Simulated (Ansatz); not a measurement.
Given:

AlN:
```cif
data_Al6N6
_chemical_formula_sum 'Al6 N6'
_space_group_name_H-M_alt 'P63mc'
_space_group_IT_number 186
_space_group_name_Hall 'P 6c -2c'
_cell_length_a 3.09450
_cell_length_b 3.09450
_cell_length_c 15.08197
_cell_angle_alpha 90.000
_cell_angle_beta 90.000
_cell_angle_gamma 120.000
loop_
_atom_site_label
_atom_site_type_symbol
_atom_site_symmetry_multiplicity
_atom_site_Wyckoff_symbol
_atom_site_fract_x
_atom_site_fract_y
_atom_site_fract_z
_atom_site_occupancy
Al1 Al 2 a 0.00000 0.00000 0.49964 1
Al2 Al 2 b 0.33333 0.66667 0.33390 1
Al3 Al 2 b 0.33333 0.66667 0.66673 1
N1 N 2 a 0.00000 0.00000 0.37449 1
N2 N 2 b 0.33333 0.66667 0.20803 1
N3 N 2 b 0.66667 0.33333 0.04091 1
```

This is the r²SCAN-relaxed structure.

Q: All from the program Ansatz at the r²SCAN level (PAW), unless another level is named. Give the band gap.

A: 4.44 eV (indirect).

Q: Predict the HSE06 gap on the r²SCAN cell.

A: 5.07 eV.

Q: And the conduction-band minimum?

A: at M (3 equivalent valleys).

Q: What about the weight of the valence-edge state by species (Voronoi cells)?

A: N 87 %, Al 13 %.

Q: What about the valence-band maximum?

A: at Γ.

Q: What about the weight of the conduction-edge state by species (Voronoi cells)?

A: Al 64 %, N 36 %.

Space group P6_3mc. A made-up cell: these elements were put on the sites of a structure type. Its sites differ from those of the usual phase in this space group: another stacking or structure type. The cell was relaxed with r²SCAN under the symmetry of its start; phonons on a q-mesh show no instability.

Potentials: the later of the program's two PAW sets.
